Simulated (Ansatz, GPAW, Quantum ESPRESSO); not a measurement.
**Ta3AsAu2O13: 3 runs at one level of theory**

```
Ta As Au O
1.0
     5.45204    0.00000    0.00000
    -2.72602    4.72161    0.00000
     0.00000    0.00000    9.57902
Ta As Au O
3 1 2 13
Direct
  0.00000 0.00000 0.19408
  0.00000 0.00000 0.80592
  0.66667 0.33333 0.00000
  0.00000 0.00000 0.50000
  0.33333 0.66667 0.27428
  0.33333 0.66667 0.72572
  0.00000 0.00000 0.00000
  0.23947 0.97129 0.36402
  0.02871 0.26818 0.36402
  0.73182 0.76053 0.36402
  0.23947 0.97129 0.63598
  0.02871 0.26818 0.63598
  0.73182 0.76053 0.63598
  0.38452 0.33425 0.85844
  0.66575 0.05027 0.85844
  0.94973 0.61548 0.85844
  0.38452 0.33425 0.14156
  0.66575 0.05027 0.14156
  0.94973 0.61548 0.14156
```

The cell comes from a database or a generator and needn't be the stable form of this composition.

Alike in all runs: task band structure; functional PBEsol; k mesh 4 × 4 × 2; occupations fermi-dirac, width 0.05 eV; no spin polarisation; no spin-orbit coupling. Pressure is positive in compression and, in plane waves, holds the error of the finite cutoff.

```json
{"program and potentials": "Ansatz, all-electron LAPW, scalar-relativistic", "plane-wave cutoff (eV)": "-", "notes": "-", "pressure (GPa)": "-6.16", "largest force (eV/Å)": "0.282"}
{"program and potentials": "GPAW, PAW data sets generated for this functional", "plane-wave cutoff (eV)": "800", "notes": "7.58 valence electrons an atom on average; this data set often lies off other programs", "pressure (GPa)": "-4.86", "largest force (eV/Å)": "0.261"}
{"program and potentials": "Quantum ESPRESSO, SG15 PBE 1.2", "plane-wave cutoff (eV)": "1197", "notes": "potentials made for PBE; 10.63 valence electrons an atom on average", "pressure (GPa)": "-5.94", "largest force (eV/Å)": "0.465"}
```

Force on atom 10 (O), eV/Å:

| program and potentials | x | y | z |
| --- | --- | --- | --- |
| Ansatz, all-electron LAPW, scalar-relativistic | -0.223 | 0.151 | -0.082 |
| GPAW, PAW data sets generated for this functional | -0.083 | 0.122 | -0.058 |
| Quantum ESPRESSO, SG15 PBE 1.2 | -0.333 | -0.005 | -0.325 |

The pressure spans -6.16 (Ansatz, all-electron LAPW, scalar-relativistic) to -4.86 GPa (GPAW, PAW data sets generated for this functional), with all-electron results at -6.16. The k mesh is coarse, so the values compare programs but aren't converged.

The functional is the same throughout but for its coding, so the spread measures potentials, basis and numerics; runs on potential files found faulty are left out.
